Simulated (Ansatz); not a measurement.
Consider the following.

HfPt3:
```cif
data_HfPt3
_chemical_formula_sum 'Hf1 Pt3'
_space_group_name_H-M_alt 'Pm-3m'
_space_group_IT_number 221
_space_group_name_Hall '-P 4 2 3'
_cell_length_a 4.00700
_cell_length_b 4.00700
_cell_length_c 4.00700
_cell_angle_alpha 90.000
_cell_angle_beta 90.000
_cell_angle_gamma 90.000
loop_
_atom_site_label
_atom_site_type_symbol
_atom_site_symmetry_multiplicity
_atom_site_Wyckoff_symbol
_atom_site_fract_x
_atom_site_fract_y
_atom_site_fract_z
_atom_site_occupancy
Hf1 Hf 1 a 0.00000 0.00000 0.00000 1
Pt1 Pt 3 c 0.00000 0.50000 0.50000 1
```

This is the r²SCAN-relaxed structure.

**Question.** All from DFT-r²SCAN in the program Ansatz with PAW potentials, unless another level is named. Estimate the formation energy from the elements (no fitted shifts).

**Answer.** -1.15 eV/atom.

**Question.** Give the density of states at the Fermi level.

**Answer.** 0.05 states/eV per atom (mean over ±0.08 eV).

The workflow started from a Materials Project entry (that database holds measured and hypothetical structures alike); the Crystallography Open Database copy checked does not list it. COD files the formula under space group No. 194. Its standing as an ambient phase is unchecked. Symmetry was held in the r²SCAN relaxation; its stability against distortions is not shown here. The run is not spin-polarised. The references are the lowest solids computed at this level, not always the standard phases. Scalar-relativistic: spin–orbit coupling is off unless named, which matters more the heavier the elements.

Potentials: the later of the program's two PAW sets.
